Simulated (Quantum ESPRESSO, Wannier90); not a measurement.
## Wannierisation of TiGe2 (Fddd)

```xyz
6
Lattice="2.5122 4.3090 0.0000 2.5122 -4.3090 0.0000 -2.5122 0.0000 -4.3796" Properties=species:S:1:pos:R:3 pbc="T T T"
Ti    -1.2561    -2.1545    -2.1898
Ti     2.5122     0.0000     0.0000
Ge    -1.2561     0.7121    -2.1898
Ge    -1.2561     3.5969    -2.1898
Ge     0.0000     1.4424     0.0000
Ge     0.0000    -1.4424     0.0000
```

Materials Project entry mp-567889; symmetrised, unrelaxed at this level. COD (Crystallography Open Database) has an entry of this formula and space group (matched by these alone). Computed values, not measurements, from PBEsol: Quantum ESPRESSO (norm-conserving PseudoDojo potentials, cutoff 68 Ry, no spin polarisation, no spin-orbit coupling) on a Γ-centred 4×4×4 mesh, then Wannier90. Density: 8×8×8 mesh, cold smearing 0.01 Ry. Spin-orbit coupling, left out, would split the p-like bands by a few tenths of an eV.

A tight-binding model is made by disentanglement and projection with no localisation steps (num_iter = 0), so the 34 orbitals stay atom-like: hydrogen-like Ti: s;p;d; Ge: s;p, axes along x, y, z; frozen window up to 1.50 eV relative to the Fermi level. It follows pw.x to 13 meV rms for states up to 1.0 eV relative to the Fermi level. Matrix elements depend on this choice of orbitals and windows.

The 45 largest hoppings ⟨m,0|H|n,R⟩ between different sites (one of each Hermitian pair; signs follow the real orbitals' lobes; the list may end inside a set of equal values):

| m | n | R | distance of the centres (Å) | t (eV) |
|---|---|---|---|---|
| Ge4 py | Ge3 py | 0 0 0 | 2.72 | 2.380 |
| Ge6 py | Ge5 py | 0 0 0 | 2.72 | 2.380 |
| Ge3 py | Ti1 py | 0 0 0 | 2.95 | 2.194 |
| Ti2 py | Ge5 py | 0 1 0 | 2.95 | 2.194 |
| Ge4 py | Ti1 py | 1 -1 0 | 2.95 | 2.194 |
| Ti2 py | Ge6 py | 1 0 0 | 2.95 | 2.194 |
| Ge5 pz | Ge3 pz | 0 0 0 | 2.57 | 2.048 |
| Ge3 pz | Ge5 pz | 0 0 1 | 2.57 | 2.048 |
| Ge6 pz | Ge4 pz | 0 1 0 | 2.57 | 2.048 |
| Ge4 pz | Ge6 pz | 1 0 1 | 2.57 | 2.048 |
| Ge6 pz | Ti1 pz | 0 0 0 | 2.66 | 1.828 |
| Ti1 pz | Ge6 pz | 0 0 1 | 2.66 | 1.828 |
| Ge3 pz | Ti2 pz | 0 0 1 | 2.66 | 1.828 |
| Ti2 pz | Ge4 pz | 0 1 -1 | 2.66 | 1.828 |
| Ti2 pz | Ge4 pz | 0 1 0 | 2.66 | 1.828 |
| Ti1 pz | Ge5 pz | 0 1 1 | 2.66 | 1.828 |
| Ge5 pz | Ti1 pz | 1 0 0 | 2.66 | 1.828 |
| Ti2 pz | Ge3 pz | 1 1 0 | 2.66 | 1.828 |
| Ge6 s | Ti1 pz | 0 0 0 | 2.62 | -1.690 |
| Ti1 pz | Ge6 s | 0 0 1 | 2.62 | 1.690 |
| Ge3 s | Ti2 pz | 0 0 1 | 2.62 | -1.690 |
| Ti2 pz | Ge4 s | 0 1 -1 | 2.62 | -1.690 |
| Ti2 pz | Ge4 s | 0 1 0 | 2.62 | 1.690 |
| Ti1 pz | Ge5 s | 0 1 1 | 2.62 | 1.690 |
| Ge5 s | Ti1 pz | 1 0 0 | 2.62 | -1.690 |
| Ti2 pz | Ge3 s | 1 1 0 | 2.62 | 1.690 |
| Ge3 px | Ge4 px | 0 1 0 | 2.81 | 1.687 |
| Ge6 px | Ge5 px | 0 1 0 | 2.81 | 1.687 |
| Ge4 px | Ge3 px | 1 0 0 | 2.81 | 1.687 |
| Ge5 px | Ge6 px | 1 0 0 | 2.81 | 1.687 |
| Ge6 pz | Ti1 s | 0 0 0 | 2.66 | 1.638 |
| Ti1 s | Ge6 pz | 0 0 1 | 2.66 | -1.638 |
| Ge3 pz | Ti2 s | 0 0 1 | 2.66 | 1.638 |
| Ti2 s | Ge4 pz | 0 1 -1 | 2.66 | 1.638 |
| Ti2 s | Ge4 pz | 0 1 0 | 2.66 | -1.638 |
| Ti1 s | Ge5 pz | 0 1 1 | 2.66 | -1.638 |
| Ge5 pz | Ti1 s | 1 0 0 | 2.66 | 1.638 |
| Ti2 s | Ge3 pz | 1 1 0 | 2.66 | -1.638 |
| Ge5 s | Ge3 pz | 0 0 0 | 2.60 | -1.622 |
| Ge5 pz | Ge3 s | 0 0 0 | 2.60 | 1.622 |
| Ge3 s | Ge5 pz | 0 0 1 | 2.60 | -1.622 |
| Ge3 pz | Ge5 s | 0 0 1 | 2.60 | 1.622 |
| Ge6 s | Ge4 pz | 0 1 0 | 2.60 | -1.622 |
| Ge6 pz | Ge4 s | 0 1 0 | 2.60 | 1.622 |
| Ge4 s | Ge6 pz | 1 0 1 | 2.60 | -1.622 |
